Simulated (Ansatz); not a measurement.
Starting cell, Au (fcc, Cu type):

```
CELL_PARAMETERS angstrom
      4.12402     0.00000     0.00000
      0.00000     4.12402     0.00000
      0.00000     0.00000     4.12402
ATOMIC_POSITIONS crystal
  Au 0.00000 0.00000 0.00000
  Au 0.50000 0.50000 0.00000
  Au 0.50000 0.00000 0.50000
  Au 0.00000 0.50000 0.50000
```

Two-dimensional scan of atom 3 (Au, nearest neighbour Au at 2.916 Å; its periodic images, 4.1 Å or more away, move with it): u runs along (0.707, 0.707, 0.000), v along (0.000, 0.000, 1.000) (Cartesian). Cell and other atoms are fixed.

Method: r2SCAN (plane waves to 500 eV, PAW, scalar-relativistic; Ansatz, a first-principles code). k mesh 9×9×9 (Γ-centred), Fermi-Dirac smearing 0.05 eV. Points where atoms come too close for the PAW data are left out (x in tables, blank in figures). With partly filled bands, energies and forces of such displacements shift with the k mesh and the smearing. Fu and Fv are the components of the force on the atom. On this mesh the relaxed cell isn't quite at rest: it carries a pressure of -0.1 GPa (compression positive) at the zero of the scan. Au was relaxed with its symmetry unable to fall. Spin-orbit coupling is left out, though Au is heavy. The PAW data are Ansatz's earlier set. 

Task: Predict the Fv (eV/Å) at all points of the grid u = -0.960, -0.480, 0.000, 0.480, 0.960 by v = -0.960, -0.480, 0.000, 0.480, 0.960.

Result: Fv (eV/Å), with u across and v down:

| v \ u | -0.960 | -0.480 | 0.000 | 0.480 | 0.960 |
|---|---|---|---|---|---|
| -0.960 | x | 19.11 | 10.09 | 19.11 | x |
| -0.480 | x | 6.17 | 3.58 | 6.17 | x |
| 0.000 | x | 0.00 | 0.00 | 0.00 | x |
| 0.480 | x | -6.17 | -3.58 | -6.17 | x |
| 0.960 | x | -19.11 | -10.09 | -19.11 | x |

(A displaced cell: forces are minus the slopes of the energy, force constants its curvatures, and phonons follow from these.)
